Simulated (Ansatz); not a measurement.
These are results of DFT PBE, scalar-relativistic, plane waves, PAW in Ansatz, not measurements. Each cell gets a short relaxation within its symmetry: 420 eV, a coarse mesh through Γ, smearing of 0.2 eV, at most 16 steps to 0.08 eV/Å and 0.8 GPa. No spin polarisation. Energies are free energies per atom, good to about 0.1 eV/atom between metallic cells, end volumes are rough, and groups of ends are read at 0.1 Å.

Two unrelaxed guesses for Pd4Pt:

A.

```
Pd Pt
1.0
     3.68911    0.00000    0.00000
     0.00000    3.68911    0.00000
     0.00000    0.00000    5.52200
Pd Pt
4 1
Direct
  0.00000 0.50000 0.80356
  0.50000 0.00000 0.80356
  0.00000 0.50000 0.19644
  0.50000 0.00000 0.19644
  0.50000 0.50000 0.50000
```

B.

```
Pd Pt
1.0
     0.00000    3.35594    3.35594
     3.35594    0.00000    3.35594
     3.35594    3.35594    0.00000
Pd Pt
4 1
Direct
  0.38753 0.38753 0.38753
  0.38753 0.38753 0.83742
  0.38753 0.83742 0.38753
  0.83742 0.38753 0.38753
  0.75000 0.75000 0.75000
```

Question: Does the order of the two change on relaxation?

Answer: As given, A is lower by 1.24 eV/atom. Relaxed, A is lower by 0.23 eV/atom, so the order holds. A goes from P4/mmm at 15.0 Å³/atom to P4/mmm at 18.0 Å³/atom and gains 0.60 eV/atom. B goes from F-43m at 15.1 Å³/atom to F-43m at 19.3 Å³/atom and gains 1.60 eV/atom. The closest pair in A goes from Pd–Pd at 2.17 Å to Pd–Pd at 2.61 Å. The closest pair in B goes from Pd–Pd at 2.14 Å to Pd–Pd at 2.57 Å. At the end: counting all near atoms (those within 1.25 times the shortest distance at each site; a plus sign parts nearer from farther groups), A has Pd 7, Pt 8 and B has Pd 6+3, Pt 12. The lowest end among all the guesses of this search lies 0.19 eV/atom under the better of the two.

These runs have no spin–orbit coupling, which can matter for Pt.
